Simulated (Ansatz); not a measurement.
**Where the states of AgB2 lie**

```
CELL_PARAMETERS angstrom
3.00000 0.00000 0.00000
-1.50000 2.59808 0.00000
0.00000 0.00000 3.24000
ATOMIC_POSITIONS crystal
Ag 0.00000 0.00000 0.00000
B 0.33333 0.66667 0.50000
B 0.66667 0.33333 0.50000
```

The geometry is COD entry 1509214, unchecked; take it as a test cell.

Theory: Ansatz 0.2.0, DFT, PBE, all-electron LAPW, scalar-relativistic.

The runs use a Γ-centred 16×16×13 k mesh, Fermi–Dirac smearing of 0.05 eV, basis error target 1 meV/atom, no spin polarisation.

Problem. Where is the centre of the filled Ag 4d states between -14 eV and the top of the filled states?

Solution. -5.70 eV from the Fermi level.

Problem. Tabulate the density of states.

Solution. States per eV and cell, averaged over 0.4 eV, from -13.0 to 5.2 eV, with energies (bin centres) from the Fermi level; empty bins are left out. The partial columns, the largest 4 alone, are projections on Löwdin-orthogonalised atomic shells (those that the program's projection atoms carry: the occupied ones and, for some elements, an empty d or f shell; other empty shells have no column), summed over atoms of an element. Weights on diffuse s and p shells depend on that basis and aren't pure angular character.
| E (eV) | total | Ag 4d | B 2p | B 2s | Ag 5s |
| --- | --- | --- | --- | --- | --- |
| -12.9 | 0.31 | 0.01 | 0.08 | 0.16 | 0.06 |
| -12.5 | 0.41 | 0.02 | 0.11 | 0.22 | 0.06 |
| -12.1 | 0.56 | 0.04 | 0.15 | 0.31 | 0.05 |
| -11.7 | 0.60 | 0.07 | 0.19 | 0.29 | 0.04 |
| -11.3 | 0.67 | 0.12 | 0.22 | 0.29 | 0.03 |
| -10.9 | 0.86 | 0.23 | 0.27 | 0.32 | 0.02 |
| -10.5 | 0.66 | 0.18 | 0.23 | 0.22 | 0.02 |
| -10.1 | 0.31 | 0.08 | 0.11 | 0.10 | 0.01 |
| -9.7 | 0.33 | 0.07 | 0.13 | 0.11 | 0.01 |
| -9.3 | 0.75 | 0.23 | 0.31 | 0.18 | 0.02 |
| -8.9 | 0.88 | 0.32 | 0.36 | 0.16 | 0.02 |
| -8.5 | 0.96 | 0.40 | 0.39 | 0.13 | 0.03 |
| -8.1 | 1.23 | 0.59 | 0.48 | 0.10 | 0.05 |
| -7.7 | 1.05 | 0.61 | 0.35 | 0.06 | 0.02 |
| -7.3 | 2.45 | 1.66 | 0.68 | 0.06 | 0.04 |
| -6.9 | 4.67 | 3.46 | 1.08 | 0.07 | 0.04 |
| -6.5 | 3.57 | 2.63 | 0.88 | 0.03 | 0.02 |
| -6.1 | 2.68 | 2.10 | 0.53 | 0.02 | 0.01 |
| -5.7 | 1.71 | 1.46 | 0.23 | 0.01 | 0.00 |
| -5.3 | 1.56 | 1.43 | 0.11 | 0.01 | 0.00 |
| -4.9 | 1.03 | 0.92 | 0.09 | 0.01 | 0.00 |
| -4.5 | 2.16 | 1.92 | 0.19 | 0.03 | 0.01 |
| -4.1 | 1.27 | 0.92 | 0.28 | 0.05 | 0.01 |
| -3.7 | 1.35 | 0.81 | 0.45 | 0.06 | 0.02 |
| -3.3 | 1.61 | 0.87 | 0.62 | 0.08 | 0.02 |
| -2.9 | 0.95 | 0.39 | 0.49 | 0.06 | 0.01 |
| -2.5 | 0.74 | 0.26 | 0.42 | 0.05 | 0.00 |
| -2.1 | 0.66 | 0.22 | 0.39 | 0.05 | 0.00 |
| -1.7 | 0.70 | 0.23 | 0.40 | 0.07 | 0.00 |
| -1.3 | 1.59 | 0.61 | 0.68 | 0.28 | 0.01 |
| -0.9 | 1.01 | 0.30 | 0.56 | 0.13 | 0.01 |
| -0.5 | 1.50 | 0.42 | 0.89 | 0.15 | 0.03 |
| -0.1 | 1.57 | 0.35 | 1.11 | 0.08 | 0.02 |
| 0.3 | 0.61 | 0.14 | 0.41 | 0.03 | 0.02 |
| 0.7 | 0.35 | 0.08 | 0.23 | 0.02 | 0.02 |
| 1.1 | 0.42 | 0.08 | 0.25 | 0.01 | 0.06 |
| 1.5 | 0.44 | 0.08 | 0.27 | 0.01 | 0.06 |
| 1.9 | 0.43 | 0.07 | 0.28 | 0.01 | 0.05 |
| 2.3 | 0.43 | 0.06 | 0.29 | 0.01 | 0.04 |
| 2.7 | 0.43 | 0.05 | 0.30 | 0.01 | 0.03 |
| 3.1 | 0.39 | 0.04 | 0.28 | 0.01 | 0.03 |
| 3.5 | 0.39 | 0.04 | 0.28 | 0.01 | 0.03 |
| 3.9 | 0.43 | 0.04 | 0.30 | 0.01 | 0.05 |
| 4.3 | 0.48 | 0.04 | 0.35 | 0.01 | 0.05 |
| 4.7 | 0.45 | 0.03 | 0.32 | 0.01 | 0.05 |
| 5.1 | 0.42 | 0.02 | 0.29 | 0.01 | 0.06 |
